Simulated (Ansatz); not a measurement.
Al2O3 built on the corundum prototype, relaxed with r2SCAN in the plane-wave code Ansatz: it is trigonal, R-3c (No. 167); conventional cell a = 4.759 Å, c = 12.995 Å, 8.49 Å³ an atom. Around Al lie 6 O at 1.86–1.97 Å; around O lie 4 Al at 1.86–1.97 Å. It was then strained (uniaxial along z, other directions held), atoms relaxed again within the symmetry left. Unstrained, HSE06 gives 8.106 eV (Γ, 4×4×4 mesh), and the band edges keep their places in every row. Stress is positive in compression. Spin-unpolarised throughout; all numbers are computed.

Axes as in this cell:
```
Al O
1.0
     2.37936    1.37372    4.33159
    -2.37936    1.37372    4.33159
     0.00000   -2.74745    4.33159
Al O
4 6
Cartesian
  0.0000 0.0000 11.0704
  0.0000 0.0000 4.5730
  0.0000 0.0000 1.9244
  0.0000 0.0000 8.4218
  0.9215 -1.3737 5.4145
  -1.6504 -0.1111 5.4145
  -0.9215 1.3737 7.5803
  -0.7290 -1.4849 7.5803
  1.6504 0.1111 7.5803
  0.7290 1.4849 5.4145
```

| strain (%) | ε | ΔE_g, HSE06 (eV) | Δσ_zz, r2SCAN (GPa) |
| --- | --- | --- | --- |
| -3.0 | -0.0300 | +0.119 | +15.87 |
| -2.0 | -0.0200 | +0.088 | +10.42 |
| +3.0 | +0.0300 | -0.421 | -14.45 |

**Question.** Fit ΔE_g = a x + b x² to these rows by least squares, with x = ε.

**Answer.** The normal equations take Σx² = 2.200e-03, Σx³ = -8.000e-06, Σx⁴ = 1.780e-06, ΣxΔE = -1.796e-02 and Σx²ΔE = -2.366e-04, and give a = -8.79 eV, b = -172.4 eV; the largest residual is 0.019 eV.

**Question.** Fit the change of σ_zz in the same way.

**Answer.** Δσ_zz = -505.3 x + (788) x² GPa. The slope, 505 GPa, is C₃₃ in these axes.

**Question.** Predict the withheld row at -1.0 % (x = -0.0100).

**Answer.** ΔE_g ≈ -8.79 × (-0.0100) + (-172.4) × (-0.0100)² = +0.071 eV, and Δσ_zz ≈ +5.13 GPa. The runs give +0.048 eV and +5.13 GPa, off by -0.023 eV and 0.00 GPa. The gap misses by more than the fit's residuals, so the curve isn't a clean parabola there.

Where an edge lies off the special points, it is a point of the mesh or the k point where a search put PBE's edge or least direct gap, reused for the other functionals, whose own edges may lie a little apart.

The meshes of the hybrids are coarse, so their gaps aren't converged to the digits shown.
